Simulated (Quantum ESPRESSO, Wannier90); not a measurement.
**Tight-binding from DFT: YSF (P4/nmm)**

```yaml
crystal:
  lattice:
    - [3.77299, 0.00000, 0.00000]
    - [0.00000, 3.77299, 0.00000]
    - [0.00000, 0.00000, 6.82667]
  atoms:
    - { symbol: Y, position: [0.00000, 0.50000, 0.22723] }
    - { symbol: Y, position: [0.50000, 0.00000, 0.77277] }
    - { symbol: S, position: [0.00000, 0.50000, 0.64557] }
    - { symbol: S, position: [0.50000, 0.00000, 0.35443] }
    - { symbol: F, position: [0.00000, 0.00000, 0.00000] }
    - { symbol: F, position: [0.50000, 0.50000, 0.00000] }
```

Structure: Materials Project mp-10086, symmetrised, not relaxed again. Not found in the COD (Crystallography Open Database) copy used, which has the formula in other groups; not checked further. Method: PBEsol plane waves in Quantum ESPRESSO 7.5 (PseudoDojo norm-conserving files, 68 Ry, spinors with spin-orbit coupling), Bloch states on a 4×4×4 mesh through Γ, Wannier90 4.0.1. Density: 8×8×6 mesh, Gaussian smearing 0.01 Ry.

Base run: 44 functions from bands 25-100 of the 100 computed, start hydrogen-like Y: d; S: p; F: p, centres 0.05 Å off the atoms, frozen window up to 2.67 eV relative to the valence-band maximum, outer window open. Its settings: num_cg_steps = 5, trial_step = 2 and dis_mix_ratio = 0.5 (the program's defaults), conv_tol = 1.0e-6 over 4 steps, num_iter = 1000, dis_conv_tol = 1.0e-6, dis_num_iter = 1000. One of them is changed at a time.

| run | disentanglement steps | localisation steps | Ω_I (Å²) | Ω_total (Å²) | ended |
|---|---|---|---|---|---|
| base | 199 | 21 | 55.382 | 56.297 | converged |
| num_cg_steps = 0 | 199 | 55 | 55.382 | 56.297 | converged |
| dis_mix_ratio = 1.0 | 62 | 21 | 55.383 | 56.294 | converged |
